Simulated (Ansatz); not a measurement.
The relaxed structure here is a generated cell of Ti2C: the first start was made by placing the elements on the sites of a structure type, and the end was not matched to a known phase here, so it may be hypothetical.

One starting cell of Ti2C (a generated trial cell of Ti2C in the AFLOW prototype AB2_hP9_162_ad_k (as in V2N)) was relaxed twice with Ansatz (plane waves, PAW, scalar-relativistic): with PBEsol at 420 eV and with PBE at 420 eV. The PBEsol result:

```
CELL_PARAMETERS angstrom
      5.19222     0.00000     0.00000
     -2.59611     4.49659     0.00000
      0.00000     0.00000     4.89637
ATOMIC_POSITIONS crystal
  Ti 0.33356 0.33356 0.25531
  Ti 0.66644 0.00000 0.25531
  Ti 0.00000 0.66644 0.25531
  Ti 0.00000 0.33356 0.74469
  Ti 0.66644 0.66644 0.74469
  Ti 0.33356 0.00000 0.74469
  C  0.00000 0.00000 0.00000
  C  0.66667 0.33333 0.50000
  C  0.33333 0.66667 0.50000
```

| quantity | PBEsol | PBE |
|---|---|---|
| space group | P-31m | P-31m |
| volume (Å³/atom) | 12.70 | 13.07 |
| a (Å) | 5.192 | 5.245 |
| c (Å) | 4.896 | 4.938 |
| gap (eV, no spin-orbit coupling) | 0.00 | 0.00 |

Both levels end in the same structure; PBE's volume is 2.9 % larger. Neither column is exact.

No spin polarisation in the result.

The run could not lose the symmetry of its start: the end is stationary, and may be a saddle point rather than a minimum.

Ansatz is a first-principles code.
